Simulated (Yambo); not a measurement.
Yambo run on GaN (wurtzite, space group P6_3mc, No. 186). The wavefunctions are PBE (stringent potentials; pw.x of Quantum ESPRESSO, ONCV potentials, without SOC) ones on a 6×6×2 mesh (26 occupied bands); a = 3.1838 Å, b = 3.1838 Å, c = 5.1867 Å, α = 90.00°, β = 90.00°, γ = 120.00°.

Yambo input:

```
rim_cut
gw0
dyson
el_el_corr
HF_and_locXC
cohsex
em1s
RandQpts= 1000000
RandGvec= 1 Ry
EXXRLvcs= 114 Ry
VXCRLvcs= 456 Ry
Chimod= "HARTREE"
% BndsRnXs
 9 | 215 |
%
NGsBlkXs= 15 Ry
% LongDrXs
 1.0 | 1.0 | 1.0 |
%
ExtendOut
% QPkrange
 1 | 1 | 26 | 27 |
%
```

k points by index: 1 = Γ.

Table of the .qp output:

```
#    K-point    Band    Eo [eV]    E [eV]    E-Eo [eV]    Vxc [eV]    Vnlxc [eV]    Sc|Eo [eV]    Re(Z)    Im(Z)
#
    1    26    0.000000    -3.548085    -3.548085    -19.11411    -22.50548    -0.156723    1.000000    0.000000
    1    27    1.962722    0.652836    -1.309886    -14.20054    -10.10236    -5.408066    1.000000    0.000000
```
(The two width columns are left out.) Convergence of these settings isn't established.

Geometry relaxed with PBEsol.
